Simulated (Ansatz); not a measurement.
## Property card for GeMo₃

GeMo₃:
```xyz
8
Lattice="4.9062 0.0000 0.0000 0.0000 4.9062 0.0000 0.0000 0.0000 4.9062" Properties=species:S:1:pos:R:3 pbc="T T T"
Ge     0.0000     0.0000     0.0000
Ge     2.4531     2.4531     2.4531
Mo     1.2265     0.0000     2.4531
Mo     3.6796     0.0000     2.4531
Mo     2.4531     3.6796     0.0000
Mo     2.4531     1.2265     0.0000
Mo     0.0000     2.4531     3.6796
Mo     0.0000     2.4531     1.2265
```

Space group Pm-3n (No. 223), A15 (Cr3Si type); conventional cell a = 4.906 Å, b = 4.906 Å, c = 4.906 Å, α = 90.00°, β = 90.00°, γ = 90.00°.

Method: plane-wave PAW PBEsol (Ansatz code). The cell and atoms are relaxed at this level. Other levels are named where they apply.

**Cell and energy**

```json
{
 "volume_per_atom": "14.76 Å³",
 "density": "10.14 g/cm³",
 "Formation energy from the elements (no fitted shifts)": "-0.21 eV/atom"
}
```

**Electronic structure**

```json
{
 "electronic_character": "metallic (no gap)",
 "Density of states at the Fermi level": "0.45 states/eV per atom (mean over ±0.08 eV)",
 "Gap with spin–orbit coupling": "none (metallic)"
}
```

**Mechanics**

```json
{
 "Bulk modulus (Birch–Murnaghan fit)": "257 GPa",
 "Pressure derivative B′": "4.5",
 "Elastic constants (relaxed ions, GPa)": "C11 = 469, C12 = 152, C44 = 112",
 "mechanical_stability": "stable (all eigenvalues of C positive)",
 "hill_bulk_and_shear_moduli": "258 and 129 GPa",
 "Young's modulus": "331 GPa",
 "Poisson's ratio": "0.29",
 "debye_temperature_from_the_elastic_constants": "482 K"
}
```

**Charges**

```json
{
 "bader_charges": "Ge -0.48, Mo +0.16 e"
}
```

The first step of the workflow began from a Materials Project structure, measured or hypothetical; the Crystallography Open Database copy checked does not list it. Whether it is the stable phase at ambient conditions was not checked. The cell was relaxed with PBEsol under the symmetry of its start; whether a distortion lowers the energy is not shown. No spin polarisation was allowed. As this level gives no gap, shear constants depend on the k-mesh and smearing (Fermi–Dirac, 0.1 eV here). The references are the lowest solids computed at this level, not always the standard phases. Spin–orbit coupling is left out wherever it is not named.

Potentials: the later of the program's two PAW sets.
